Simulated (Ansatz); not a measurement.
# MnHg (P4/mmm), a sublattice moved along a line

Theory: DFT PBE, scalar-relativistic, plane waves, PAW (Ansatz). The runs took a 420 eV cutoff, a Γ-centred 14×14×14 mesh and Gaussian smearing (0.15 eV). Spin–orbit coupling is left out, which matters for the heavy elements here. Collinear spins, started from moments 4.2, 0.0 μB in atom order; the magnetic state may not be the lowest. Energies are free energies at this smearing, counted from the undisturbed cell; pressure is positive in compression.

Zero of the scan (as given, not relaxed at this level; it stands at 1.8 GPa, and it needn't be the usual structure):

```yaml
crystal:
  lattice:
    - [3.28800, 0.00000, 0.00000]
    - [0.00000, 3.28800, 0.00000]
    - [0.00000, 0.00000, 3.31300]
  atoms:
    - { symbol: Mn, position: [0.50000, 0.50000, 0.50000] }
    - { symbol: Hg, position: [0.00000, 0.00000, 0.00000] }
```

Every Hg atom is moved by x along the Cartesian unit vector (0.000, 0.000, 1.000); the cell and all other atoms stay fixed. The cell is metallic on the mesh throughout.

```tsv
x (Å)	ΔE (meV/cell)	force along x on the moved atoms (eV/Å)	pressure (GPa)	moment (μB/cell)
-0.5000	424.5	1.71	9.8	3.82
-0.2500	106.9	0.85	3.8	3.84
0.0000	0.0	0.00	1.8	3.86
0.0625	6.7	-0.22	1.9	3.86
0.1250	26.9	-0.43	2.3	3.86
0.1875	60.4	?	2.9	?
0.3125	166.2	-1.05	4.9	3.83
0.3750	?	?	6.3	3.82
0.4375	324.5	-1.49	7.9	3.82
```

By symmetry 0.5000 repeats -0.5000, -0.3750 repeats 0.3750, 0.2500 repeats -0.2500, -0.1250 repeats 0.1250 in energy, with the opposite slope along the path.

(1) Give the withheld values.

Answers

(1) force along x on the moved atoms (eV/Å) at x (Å) = 0.1875: -0.64; moment (μB/cell) at x (Å) = 0.1875: 3.85; ΔE (meV/cell) at x (Å) = 0.3750: 238.5; force along x on the moved atoms (eV/Å) at x (Å) = 0.3750: -1.26.

Cost: 9 runs of about 11 core-minutes in all, on Arm Neoverse V1 (shared hosts).